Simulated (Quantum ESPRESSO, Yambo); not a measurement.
# G0W0 results for RhAgO₂

```
CELL_PARAMETERS angstrom
      1.52701     0.88162     6.19109
     -1.52701     0.88162     6.19109
      0.00000    -1.76324     6.19109
ATOMIC_POSITIONS crystal
  O  0.88721 0.88721 0.88721
  O  0.11279 0.11279 0.11279
  Rh 0.50000 0.50000 0.50000
  Ag 0.00000 0.00000 0.00000
```

Cell and atoms were relaxed with PBEsol from Materials Project entry mp-1018033, within its symmetry.

Starting point: PBEsol (Quantum ESPRESSO, PseudoDojo norm-conserving, 88 Ry, scalar-relativistic). G0W0 in Yambo: 4×4×4 Γ-centred k mesh, bands 9 to 112 and a 8 Ry block in the screening, 112 bands in G with the Bruneval-Gonze terminator, plasmon pole fitted at 27.2 eV.

```
Property                                                                                            Value
------------------------------------------------------------------------------------------------  -------
PBEsol gap along the band path                                                                    0.43 eV
PBEsol gap between the mesh's edge points (Z → (0.25, -0.5, -0.5))                                0.76 eV
G0W0 gap between the same points                                                                  1.24 eV
PBEsol smallest direct gap on the mesh (at (0.25, -0.5, -0.5))                                    0.84 eV
G0W0 direct gap at that point                                                                     1.32 eV
estimate of the fundamental G0W0 gap (path gap plus the correction; the mesh misses a band edge)  0.90 eV
```

| k point | band | E PBEsol (eV) | E QP (eV) | shift (eV) | Z |
|---|---|---|---|---|---|
| Γ | VB | -0.99 | -0.94 | 0.05 | 0.77 |
| Γ | CB | 1.45 | 1.85 | 0.40 | 0.78 |
| L | VB | -0.40 | -0.35 | 0.05 | 0.76 |
| L | CB | 2.17 | 2.94 | 0.77 | 0.77 |
| F | VB | -0.25 | -0.23 | 0.03 | 0.77 |
| F | CB | 2.15 | 2.90 | 0.75 | 0.77 |
| (0.25, -0.5, -0.5) | VB | -0.08 | 0.01 | 0.09 | 0.76 |
| (0.25, -0.5, -0.5) | CB | 0.76 | 1.32 | 0.56 | 0.78 |
| Z | VB | 0.00 | 0.09 | 0.09 | 0.77 |
| Z | CB | 2.16 | 2.71 | 0.56 | 0.78 |

Energies count from the PBEsol valence-band maximum.

Convergence of the G0W0 settings was not tested.

Spin-orbit splittings are left out.

The structure is a Materials Project entry; no match was found in the copy of COD used, and its stability was not checked.
